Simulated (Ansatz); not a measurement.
TiSi:
```xyz
4
Lattice="3.4869 0.0000 0.0000 -1.7435 3.0198 0.0000 0.0000 0.0000 6.4735" Properties=species:S:1:pos:R:3 pbc="T T T"
Ti     0.0000     0.0000     0.0000
Ti     0.0000     0.0000     3.2367
Si     0.0000     2.0132     1.6184
Si     1.7435     1.0066     4.8551
```

Relaxed with PBE. Special points in fractions of this cell's reciprocal vectors: Γ (0.000, 0.000, 0.000); M (0.500, 0.000, 0.000); K (0.333, 0.333, 0.000); A (0.000, 0.000, 0.500); L (0.500, 0.000, 0.500); H (0.333, 0.333, 0.500).

Problem. List the band energies nearest the Fermi level at these points for PBE in the plane-wave PAW code Ansatz.

Solution. In eV from the Fermi level; about four levels below and three above (degenerate sets whole), none deeper than 8.9 eV; points with the same levels are listed once.

| k | below | above |
|---|---|---|
| Γ | -5.02 -1.04 -1.03 -1.03 | 0.31 0.31 0.53 0.53 |
| M | -2.50 -1.53 -1.31 -1.07 | 0.40 1.21 1.30 |
| K | -3.23 -3.23 -1.91 -1.91 -1.06 | 0.93 0.93 1.72 |
| A | -0.47 -0.47 -0.47 -0.47 | 1.02 1.02 1.02 1.02 |
| L | -0.61 -0.61 -0.11 -0.11 | 2.03 2.03 2.56 2.56 |
| H | -2.58 -2.58 -1.67 -1.67 | 0.43 0.43 2.02 2.02 |

Space group P6_3/mmc (NiAs type). A made-up cell: these elements were put on the sites of a structure type; neither database checked (COD, Materials Project) lists it. COD files the formula under space group No. 25, so this cell is another polymorph or a model. Its standing as an ambient phase is unchecked. The cell keeps a stress of up to 0.2 GPa. The cell was relaxed with PBE under the symmetry of its start; whether a distortion lowers the energy is not shown. No spin polarisation was allowed.

Potentials: the later of the program's two PAW sets.
